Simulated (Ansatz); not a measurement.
This guess for Be3Ga3C2 is about to be relaxed.

```xyz
8
Lattice="5.0452 0.0000 0.0000 -2.5226 4.3693 0.0000 0.0000 0.0000 4.0329" Properties=species:S:1:pos:R:3 pbc="T T T"
Be   -1.2138    2.2121    2.0164
Be    1.2138    2.2121    2.0164
Be    0.0000    4.3145    2.0164
Ga    1.2108    3.6119    0.0000
Ga   -1.2108    3.6119    0.0000
Ga    0.0000    1.5147    0.0000
C     0.0000    0.0000    2.0164
C     2.5226    1.4564    0.0000
```

Level of theory: Ansatz, DFT PBE, scalar-relativistic, plane waves, PAW. Cutoff 420 eV, Gaussian smearing, Γ-centred meshes. Cell and atoms relax first on a coarse mesh and then on a finer one. In between, the cell is made exact in the group found at 0.06 Å. In metals the finer mesh still leaves noise of several meV/atom or more. The steps can't lower the symmetry of their start. No spin polarisation.

A guess keeps its type if space group and coordination stay and the shape of the cell changes little (axis ratios within about 15 %, angles within 6°); the volume may change.

Question: Does it keep its structure type, or change into something else?

Answer: It doesn't keep its type. The symmetry stays P-6m2 (No. 187). The volume per atom grows by 10.2 %, from 11.1 to 12.2 Å³. The shortest distance goes from 2.42 Å (Ga–Ga) to 1.82 Å (Be–C). The ratio c/a of the conventional cell changes by a factor of 0.53. Counting neighbours within 15 % of an atom's shortest distance, the start has Be 12, C 12, Ga 12 and the end Be 4, C 6, Ga 2. In detail, at the end Be is surrounded by 2 C at 1.82 Å and 2 Be at 2.09 Å; around Ga lie 2 C at 2.25 Å; C on its first site has 6 Ga at 2.25 Å and 2 C at 2.72 Å; 1 more site not described.

```
CELL_PARAMETERS angstrom
6.45432 0.00000 0.00000
-3.22716 5.58960 0.00000
0.00000 0.00000 2.71600
ATOMIC_POSITIONS crystal
Be 0.88224 0.44112 0.50000
Be 0.55888 0.44112 0.50000
Be 0.55888 0.11776 0.50000
Ga 0.67829 0.83914 0.00000
Ga 0.16086 0.83914 0.00000
Ga 0.16086 0.32171 0.00000
C 0.00000 0.00000 0.50000
C 0.66667 0.33333 0.00000
```

The last run used a 9×9×14 mesh (in the run's order of axes) for its 8-atom cell and Gaussian smearing of 0.10 eV. An odd number of electrons in the primitive cell allows no gap without spin; a larger cell or a magnetic state could open one. The cell is a metal run without spin; a magnetic state may lie lower. Symmetry constrained the relaxation, so the result can be a saddle point.
